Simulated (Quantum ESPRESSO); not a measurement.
# Moving one atom in Al2GeO2AsN

These are calculations, not measurements. They come from pw.x of Quantum ESPRESSO 7.5, a plane-wave density functional program, with PseudoDojo standard norm-conserving files (v0.5 for PBE, v0.4.1 for LDA and PBEsol). The cells are made up: elements, strain and atom displacements were drawn at random, and nothing was relaxed. There is no spin polarisation, spin-orbit coupling or dispersion term.

The cell has 8 sites of a wurtzite lattice (rectangular cell). Sites 1 to 4 hold Al Al empty Ge; sites 5 to 8 hold O As O N. Cell vectors in Å: (3.347, -0.003, -0.020); (-0.004, 5.650, -0.021); (-0.033, -0.020, 5.477). Settings: PBE, cutoff 1143 eV, 5 x 4 x 4 k mesh shifted by half a step, Fermi-Dirac smearing of 0.025 eV.

Each run shifts the O atom on site 5 along x and leaves all else fixed. Site 4 is one of its nearest neighbours. E is the free energy of the cell above the lowest run shown. The last column is band 27 less band 26 at Gamma, from a band step after each run.

```
run,shift (Å),Fx on site 5 (eV/Å),Fx on site 4 (eV/Å),P (GPa),E (meV),level step at Gamma (eV)
1,-0.0731,0.221,-0.882,3.36,6.9,0.870
3,-0.0251,0.067,-0.838,3.38,0.0,0.881
4,0.0396,-0.142,-0.779,3.38,2.5,0.883
5,0.0610,-0.212,-0.760,3.38,6.3,0.881
6,0.1130,-0.381,-0.712,3.37,21.7,0.868
7,0.1304,-0.437,-0.696,3.37,28.8,0.862
2,-0.0531,?,?,?,?,?
```

A rerun of one of these cells at 1437 eV and k mesh 7 x 6 x 6 moved values by no more than 0.016 eV in the cell's energy, 0.14 GPa in stress and 0.017 eV/Å in force.

## Worked fit

A parabola through the six runs shown gives Fx on site 5 = -0.014 - 3.23 u - 0.1 u² eV/Å, with u in Å and a scatter of 0.001 eV/Å. Minus the slope, 3.23 ± 0.01 eV/Å², is this atom's force constant along x at u = 0, with its periodic images moving too. The fitted force vanishes at u = -0.004 Å, where the energy should be lowest along this line. The error is the larger of the fit's own and the change that a cubic makes, rounded up.

## Withheld run

Question: what Fx on site 5 should run 2 give?

The fit gives 0.157 eV/Å. The calculation gave 0.157 eV/Å.

| run | shift (Å) | Fx on site 5 (eV/Å) | Fx on site 4 (eV/Å) | P (GPa) | E (meV) | level step at Gamma (eV) |
| --- | --- | --- | --- | --- | --- | --- |
| 2 | -0.0531 | 0.157 | -0.864 | 3.37 | 3.1 | 0.876 |